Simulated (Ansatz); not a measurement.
## Two inputs for CoC4N6

Cell: a structure deposited in the COD whose atoms were relaxed with PBE, the cell held.

```cif
data_CoC4N6
_symmetry_space_group_name_H-M 'Pnnm'
_symmetry_Int_Tables_number 58
_cell_length_a 5.9748
_cell_length_b 7.0433
_cell_length_c 7.4039
_cell_angle_alpha 90.000
_cell_angle_beta 90.000
_cell_angle_gamma 90.000
loop_
_atom_site_label
_atom_site_type_symbol
_atom_site_symmetry_multiplicity
_atom_site_Wyckoff_symbol
_atom_site_fract_x
_atom_site_fract_y
_atom_site_fract_z
Co Co 2 a 0.0000 0.0000 0.0000
C C 8 h 0.2480 0.8401 0.6534
N11 N 8 h 0.1972 0.8956 0.7967
N19 N 4 g 0.1854 0.2665 0.0000
```

One atom of each set is listed.

Reference run. The numbers come from a DFT calculation in Ansatz (PBE, plane waves and PAW, scalar-relativistic, collinear spin, 420 eV cutoff, Γ-centred 5×4×4 k-points, Fermi–Dirac smearing 0.02 eV). Start moments as typed (μB): 3 on each Co, none on the rest.

Q: The input is changed as follows: `kpoints.mp_grid.grid`: [5, 4, 4] → [3, 3, 3]. What happens to V_zz (10²¹ V/m²) and η?

A: 

```json
{"site": "Co", "V_zz reference": "13.46", "η reference": "0.99", "V_zz changed": "-13.48", "η changed": "1.00"}
{"site": "C", "V_zz reference": "-1.92", "η reference": "0.05", "V_zz changed": "-1.92", "η changed": "0.05"}
{"site": "N11", "V_zz reference": "2.82", "η reference": "0.97", "V_zz changed": "2.82", "η changed": "0.96"}
{"site": "N19", "V_zz reference": "7.56", "η reference": "0.71", "V_zz changed": "7.56", "η changed": "0.71"}
```

The largest change of V_zz along a kept axis is on N19, by 0.00. On Co the largest principal value lies along another axis in the second run, so the two V_zz can't be compared directly. In the changed run the k-mesh is coarser than the standard one, yet the gradients stay close to the reference.

On the reference run: With these PAW files V_zz is typically within 2 to 3 % of all-electron values, but misses above 10 % occur on Co. With a gap of 0.2 eV on this mesh, the gradients can still move by some per cent as the k-mesh gets denser. All moments are parallel here, as the start or the cell imposes; many such compounds order antiparallel, where fields and spin densities carried over to other atoms largely cancel. The magnetic order is the one that the run reached from its start moments, not necessarily the measured one.
